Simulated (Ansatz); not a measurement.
SrCd, DFT, LDA, all-electron PAW with datasets made for the crystal, scalar-relativistic (Ansatz 0.2.0), run on 1 thread of Arm Neoverse V2 on a shared host.

The cell is COD entry 2310286, as deposited and not checked against the literature; nothing was relaxed. The listed cell was then made from it by scaling, straining or moving an atom.

Command: `ansatz run input.yaml --threads 1 --pin off --max-ram 3072MiB --backend cpu --events-out ev --progress --plain --runs-dir out`

```yaml
crystal:
  lattice:
    - [4.003, -0.04003, -0.04003]
    - [-0.04003, 4.003, -0.04003]
    - [-0.04003, -0.04003, 4.003]
  atoms:
    - { symbol: Sr, position: [0.5, 0.5, 0.5] }
    - { symbol: Cd, position: [0.0, 0.0, 0.0] }
kpoints:
  mp_grid: { grid: [10, 10, 10] }
scf:
  occupations: { method: fermi_dirac, width: 0.08 }
hamiltonian:
  xc: lda
  pseudopotentials: { kind: all_electron, datasets: crystal }
output:
  forces: true
  stress: true
  eigenvalues: true
  efg: { contact_densities: true }
```

**Question.** How large is the problem that the program sets up?

**Answer.** 116 irreducible k-points, 527 plane waves at Γ, 18 bands.

**Question.** About how long does it take, and how much memory does it use?

**Answer.** 13 s of wall time for 8 SCF iterations, with a peak of 0.55 GiB. Times on shared machines scatter by tens of per cent.

**Question.** And the same cell and mesh by frozen-core PAW, asked for forces, stress, eigenvalues, efg, on the same hardware?

**Answer.** 7.2 s, peak memory 0.42 GiB.
